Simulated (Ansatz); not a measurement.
This run works on a generated trial structure, not on a known crystal.

Input and command of a plane-wave DFT calculation in Ansatz:

```yaml
crystal:
  lattice:
    - [5.38164058, 0.0, 0.0]
    - [0.0, 5.38164058, 0.0]
    - [0.0, 0.0, 5.04606304]
  atoms:
    - { symbol: Mg, position: [0.0, 0.0, 0.91420039] }
    - { symbol: Ge, position: [0.24531447, 0.5, 0.28757353] }
    - { symbol: Ge, position: [0.75468553, 0.5, 0.28757353] }
    - { symbol: Ge, position: [0.5, 0.24531447, 0.28757353] }
    - { symbol: Ge, position: [0.5, 0.75468553, 0.28757353] }
    - { symbol: Ge, position: [0.5, 0.5, 0.98574275] }
    - { symbol: "N", position: [0.0, 0.0, 0.29397802] }
basis:
  ecutwfc: 420
kpoints:
  mp_grid: { grid: [3, 3, 3] }
hamiltonian:
  xc: pbe
scf:
  occupations: { method: gaussian, width: 0.2 }
  lower_state_search: "off"
output:
  forces: true
  stress: true
  eigenvalues: true
relax:
  adjacent_minimum: "off"
  f_tol: 0.08
  max_steps: 16
  cell: { stress_tol: 0.8 }
```

```bash
ansatz run input.yaml --threads 1 --pin off --max-ram 2560MiB --backend cpu --events-out ev --progress --plain --runs-dir out
```

Processor: Arm Neoverse V1, 1 thread, on a host shared with other jobs.

**Question.** Estimate time, memory and problem size.

**Answer.** About 95 s, peak memory 0.37 GiB. It solves 51 bands at 6 k points (after reduction by symmetry) with about 3097 plane waves (on the last cell), in 101 SCF iterations over 15 ionic steps.
